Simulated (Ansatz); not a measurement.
CdS:
```
CdS
1.0
    4.12080     0.00000     0.00000
   -2.06040     3.56872     0.00000
    0.00000     0.00000    13.43660
Cd S
4 4
Cartesian
  0.00000   0.00000   0.00558
  0.00000   0.00000   6.72388
  2.06040   1.18957  10.08059
  0.00000   2.37914   3.36229
  0.00000   0.00000  10.91842
  0.00000   0.00000   4.20012
  2.06040   1.18957   7.55665
  0.00000   2.37914   0.83835
```

Tensor components refer to the Cartesian frame of this cell.

Problem. Give the proper piezoelectric stress tensor with relaxed ions from DFT-PBEsol in the program Ansatz with PAW potentials.

Solution. In C/m², rows x, y, z, Voigt columns; mesh uncertainty up to 0.01.
```
 0.00   0.00   0.00   0.00   0.16   0.00
 0.00   0.00   0.00   0.16   0.00   0.00
 0.19   0.19  -0.36   0.00   0.00   0.00
```

The elastic tensor of the same run (GPa):

```
86.4  52.9  44.4   0.0   0.0   0.0
52.9  86.4  44.4   0.0   0.0   0.0
44.4  44.4  95.7   0.0   0.0   0.0
 0.0   0.0   0.0  15.1   0.0   0.0
 0.0   0.0   0.0   0.0  15.1   0.0
 0.0   0.0   0.0   0.0   0.0  16.8
```

Problem. Convert to strain constants d = e·S.

Solution. In pC/N:
```
 0.0   0.0   0.0   0.0  10.6   0.0
 0.0   0.0   0.0  10.6   0.0   0.0
 3.6   3.6  -7.1   0.0   0.0   0.0
```

Space group P6_3mc. A made-up cell: these elements were put on the sites of a structure type. Its sites differ from those of the usual phase in this space group: another stacking or structure type. The PBEsol relaxation kept the symmetry of its start; its stability against distortions is not shown here. Signs of piezoelectric constants follow the polarity of the cell as given.

Potentials: the later of the program's two PAW sets.
